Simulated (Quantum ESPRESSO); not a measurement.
```cif
data_H4BrN
_chemical_formula_sum 'H4 N1 Br1'
_space_group_name_H-M_alt 'P-43m'
_space_group_IT_number 215
_space_group_name_Hall 'P -4 2 3'
_cell_length_a 4.00010
_cell_length_b 4.00010
_cell_length_c 4.00010
_cell_angle_alpha 90.000
_cell_angle_beta 90.000
_cell_angle_gamma 90.000
loop_
_atom_site_label
_atom_site_type_symbol
_atom_site_symmetry_multiplicity
_atom_site_Wyckoff_symbol
_atom_site_fract_x
_atom_site_fract_y
_atom_site_fract_z
_atom_site_occupancy
H1 H 4 e 0.85079 0.85079 0.85079 1
N1 N 1 a 0.00000 0.00000 0.00000 1
Br1 Br 1 b 0.50000 0.50000 0.50000 1
```

The geometry is that of Materials Project entry mp-36248, symmetrised and not relaxed again.

Task: What does PBEsol (Quantum ESPRESSO, PseudoDojo norm-conserving, 84 Ry, without SOC) give for the electronic structure near the Fermi level?

Result: The PBEsol gap is indirect, 4.09 eV, from M to Γ; the smallest direct gap is 4.17 eV. Spin-orbit splittings are left out.
